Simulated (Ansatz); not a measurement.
Generalised stacking fault of MgO (rock salt) on the {100} plane. The cell below holds the perfect crystal with the plane normal along z; tilting its third vector by the shift puts one fault into each cell, between planes 2.10 Å apart, at fixed cell height.

```
MgO
1.0
    2.97295     0.00000     0.00000
    0.00000     2.97295     0.00000
    1.48647     1.48647     6.30657
O Mg
3 3
Cartesian
  1.23873   1.23873   5.25548
  1.23873   1.23873   1.05110
  2.72520   2.72520   3.15329
  2.72520   2.72520   5.25548
  2.72520   2.72520   1.05110
  1.23873   1.23873   3.15329
```

In-plane vectors a = (2.973, 0.000) Å, b = (0.000, 2.973) Å, area 8.84 Å². The shift is s times the vector a + b (length 4.204 Å), so s = 1 restores the start. The shift is rigid: no atom relaxes. γ = [E(shift) − E(0)] / area.

Computed with r2SCAN (plane waves to 500 eV, PAW, scalar-relativistic; Ansatz, a quantum-chemistry and plane-wave program). k mesh 10×10×10 (Γ-centred), Fermi-Dirac smearing 0.05 eV. Energies are extrapolated to zero smearing. Stress and pressure are positive under compression. Faults lie only 6.3 Å apart, and holding the cell height and the atoms raises γ above its relaxed value. Left out: 1 of 12 points, with atoms too close for the PAW data. MgO was relaxed with its symmetry unable to fall. γ is measured from zero shift.

```
shift (Å)  γ (meV/Å²)  σ normal to the fault (GPa)
---------  ----------  ---------------------------
0.000               0                          0.0
0.350              27                          1.6
0.701             106                          7.6
1.051             232                         19.6
1.401             379                         36.2
1.752             505                         52.2
2.453             505                         52.2
2.803             379                         36.2
3.153             232                         19.6
3.504             106                          7.6
3.854              27                          1.6
```

(The slope of γ gives the shear force per area between the displaced halves; near zero shift its curvature is an elastic stiffness.)
